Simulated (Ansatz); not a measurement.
Ansatz (a first-principles code) input:

Ansatz 0.2 input:
```yaml
crystal:
  lattice:
    - [4.2252491764, 0.0, 0.0]
    - [0.0, 5.9713515225, 0.0]
    - [0.0, 0.0, 4.2252631537]
  atoms:
    - { symbol: Pb, position: [0.5, 0.5, 0.2499360863] }
    - { symbol: Pb, position: [0.0, 0.0, 0.7500639137] }
    - { symbol: S, position: [0.0, 0.5, 0.7500869094] }
    - { symbol: S, position: [0.5, 0.0, 0.2499130906] }
kpoints:
  mp_grid: { grid: [6, 4, 6] }
hamiltonian:
  xc: r2scan
  pseudopotentials: { kind: paw }
scf:
  occupations: { method: fixed }
output:
  optics: { e_range: [0.0, 15.0], de: 0.05, sigma: 0.1, bands: { spectra_wanted_up_to: 12 eV } }
```

Output (shortened):

```
output.optics: the spectra are integrated over the Brillouin zone by k·p interpolation around the k-points, where levels, occupations, output.optics.sigma and …
Pseudopotential: Pb, paw, valence charge 14
Pseudopotential: S, paw, valence charge 6
Functional definition: r2SCAN
Crystal: 4 atoms, lattice volume = 106.605 Å³
Basis set: ecut = 500 eV, 2725 PW (Γ), exchange–correlation on 128×180×128 points (64 copies of the dense FFT grid, shifted against one another)
Bands: 24, of which v1, the nominal top of the filled ones, is band 20 counted from 1 (19 counted from 0)
Symmetry: 8 space group operations
Space group: Pmmn (ITA 59), of the structure as read, at distance tolerance 4.7e-5 Å
k-points: 48 of 144
SCF iter   1: F=—  HF=-25655.983850 eV  |F-HF|=—  |Δ(HF+E_count)|=         —  Δρ=6.14e-3  dr2=2.75e-2  dr2_τ=5.99e-3  ethr=1.77e-3  ⟨swp⟩=4.8  Hψ=4720  notcnv=0  defer=88
preconditioner: auto → Resta (q_TF=auto, 2.317 Å⁻¹)
SCF iter   2: F=—  HF=-25655.994712 eV  |F-HF|=—  |Δ(HF+E_count)|=   1.09e-2  Δρ=2.80e-3  dr2=7.31e-3  dr2_τ=2.23e-4  ethr=6.88e-5  ⟨swp⟩=2.0  Hψ=2591  notcnv=0  defer=94
SCF iter   3: F=—  HF=-25655.994413 eV  |F-HF|=—  |Δ(HF+E_count)|=   2.99e-4  Δρ=7.82e-4  dr2=4.47e-4  dr2_τ=4.45e-5  ethr=1.83e-5  ⟨swp⟩=3.0  Hψ=2209  notcnv=0  defer=95
SCF iter   4: F=—  HF=-25655.994531 eV  |F-HF|=—  |Δ(HF+E_count)|=   1.18e-4  Δρ=2.11e-4  dr2=5.46e-5  dr2_τ=5.51e-6  ethr=1.12e-6  ⟨swp⟩=2.2  Hψ=1603  notcnv=0  defer=83
SCF iter   5: F=—  HF=-25655.994540 eV  |F-HF|=—  |Δ(HF+E_count)|=   9.03e-6  Δρ=4.03e-5  dr2=1.06e-6  dr2_τ=4.56e-8  ethr=1.36e-7  ⟨swp⟩=2.0  Hψ=1536  notcnv=0  defer=28
SCF iter   6: F=—  HF=-25655.994542 eV  |F-HF|=—  |Δ(HF+E_count)|=   2.09e-6  Δρ=8.47e-6  dr2=6.11e-8  dr2_τ=1.84e-9  ethr=2.64e-9  ⟨swp⟩=2.0  Hψ=1973  notcnv=0  defer=14
SCF iter   7: F=—  HF=-25655.994542 eV  |F-HF|=—  |Δ(HF+E_count)|=  2.47e-10  Δρ=1.88e-6  dr2=5.33e-9  dr2_τ=1.62e-10  ethr=1.53e-10  ⟨swp⟩=2.9  Hψ=2013  notcnv=0  defer=14
SCF iter   8: F=—  HF=-25655.994542 eV  |F-HF|=—  |Δ(HF+E_count)|=  5.24e-10  Δρ=2.18e-7  dr2=5.07e-11  dr2_τ=1.24e-12  ethr=1.33e-11  ⟨swp⟩=2.8  Hψ=2132  notcnv=0  defer=14
SCF iter   9: F=-25655.994542 eV  HF=-25655.994542 eV  |F-HF|=1.09e-11  |Δ(HF+E_count)|=  1.09e-11  Δρ=4.21e-8  dr2=2.73e-12  dr2_τ=1.05e-13  ethr=1.00e-12  ⟨swp⟩=5.7  Hψ=4732  notcnv=0
SCF 1 converged in 9 iterations: F = -25655.994542 eV  dr2 = 2.73e-12
NSCF: frozen V_eff on 48 k-points
Optics k sum: 0 of 48 k-points
Optics k sum: 3 of 48 k-points
Optics k sum: 5 of 48 k-points
Optics k sum: 8 of 48 k-points
Optics k sum: 10 of 48 k-points
Optics k sum: 12 of 48 k-points
Optics k sum: 15 of 48 k-points
Optics k sum: 17 of 48 k-points
Optics k sum: 20 of 48 k-points
Optics k sum: 22 of 48 k-points
Optics k sum: 24 of 48 k-points
Optics k sum: 27 of 48 k-points
Optics k sum: 29 of 48 k-points
Optics k sum: 32 of 48 k-points
Optics k sum: 34 of 48 k-points
Optics k sum: 36 of 48 k-points
Optics k sum: 39 of 48 k-points
Optics k sum: 41 of 48 k-points
Optics k sum: 44 of 48 k-points
Optics k sum: 46 of 48 k-points
Optics k sum: 48 of 48 k-points
Optics k sum: 0 of 48 k-points
Optics k sum: 3 of 48 k-points
Optics k sum: 5 of 48 k-points
Optics k sum: 8 of 48 k-points
Optics k sum: 10 of 48 k-points
Optics k sum: 12 of 48 k-points
Optics k sum: 15 of 48 k-points
Optics k sum: 17 of 48 k-points
Optics k sum: 20 of 48 k-points
Optics k sum: 22 of 48 k-points
Optics k sum: 24 of 48 k-points
Optics k sum: 27 of 48 k-points
Optics k sum: 29 of 48 k-points
Optics k sum: 32 of 48 k-points
Optics k sum: 34 of 48 k-points
Optics k sum: 36 of 48 k-points
Optics k sum: 39 of 48 k-points
Optics k sum: 41 of 48 k-points
Optics k sum: 44 of 48 k-points
Optics k sum: 46 of 48 k-points
Optics k sum: 48 of 48 k-points
output.optics: what the bands over the 51 summed would add to eps1, eps2 and the energy-loss function is held between a lower and an upper bound (7 Lanczos …
SCF converged after 9 iterations
Free energy (F): -25655.994542 eV
Harris-Foulkes:  -25655.994542 eV  (|F-HF|=1.09e-11)
Internal energy: -25655.994542 eV  (E = F + TS)
E sigma→0 (E₀):  -25655.994542 eV
Fermi energy:    7.980610 eV
--- Per-component energies (eV) ---
  E_band       = -143.977993
  E_kinetic    = 784.799521
  E_local      = -2477.566267  (includes V_loc(G=0)·N_el)
  E_nonlocal   = 758.124093
  E_hartree    = 963.693457
  E_xc         = -601.267320
  E_vxc        = -480.022555  (∫ρ·V_xc dr)
  E_paw        = -22080.339823  (= ΣΔE_a)
  E_vpaw       = -686.493217  (= ΣTr[D̂ρ^β])
  E_aug_tail   = 0.000039  (compensation charges beyond the density's cutoff)
  E_vtau       = 29.793514  (kinetic-family band-sum trace: ∫τ·v_τ [+ j·A + Jᵃ·Aᵃ] dr)
  E_ewald      = -3005.149714
  E_core_change = 1.711471  (= ΣΔE_core)
  E_smearing   =  0.000000  (= −TS)
  E_closure    = 0.000000  (closes the sum)
  Σ components = -25655.994542   (vs F -25655.994542, Δ=0.00e0)
  [band-id]    e_kinetic+e_local+e_nonlocal+2·e_hartree+e_vxc+e_vpaw+e_augmentation_tail+e_vtau = -143.977957   (vs E_band -143.977993, Δ=3.58e-5)
--- Band table (eV; the first three rows and the last of 48) ---
  k-point 0: bands = ["-9.6063", "-9.4961", "-9.4748", "-9.4748", "-9.4733", "-9.4535", "-9.4520", "-9.4284", "-9.4192", "-9.4192", "-6.0233", "-4.3975", "0.6770", "1.8621", "2.7933", "4.5196", "4.5196", "5.7652", "5.7705", "5.7705", "12.2168", "13.4813", "13.4813", "13.4973"]
  k-point 1: bands = ["-9.5872", "-9.4865", "-9.4746", "-9.4707", "-9.4690", "-9.4576", "-9.4522", "-9.4373", "-9.4266", "-9.4225", "-5.8678", "-4.3912", "0.2418", "1.3349", "2.9812", "4.7498", "5.0202", "5.5806", "5.9245", "6.2893", "11.9622", "12.1198", "12.3799", "13.0235"]
  k-point 2: bands = ["-9.5440", "-9.4762", "-9.4716", "-9.4676", "-9.4637", "-9.4598", "-9.4560", "-9.4441", "-9.4428", "-9.4320", "-5.4376", "-4.4883", "-0.3586", "0.3706", "3.5092", "5.0364", "5.3630", "6.0677", "6.2019", "7.2212", "10.0782", "10.9258", "10.9713", "11.6613"]
  k-point 47: bands = ["-9.5610", "-9.5610", "-9.4594", "-9.4594", "-9.4594", "-9.4594", "-9.4536", "-9.4536", "-9.4180", "-9.4180", "-4.3683", "-4.3683", "-0.0710", "-0.0710", "3.5585", "3.5585", "3.5585", "3.5585", "6.9289", "6.9289", "10.4755", "10.4755", …
```

Cost: roughly 110 core-seconds on shared cores.

Space group Fm-3m (rock salt). The cell was relaxed with r²SCAN under the symmetry of its start; of distortions, only those at the zone centre were tested. Point labels and valley counts follow the cell and symmetry of the run, lower than the named group. Spin–orbit coupling is left out wherever it is not named.

Potentials: the later of the program's two PAW sets.

Ansatz is a plane-wave DFT program.
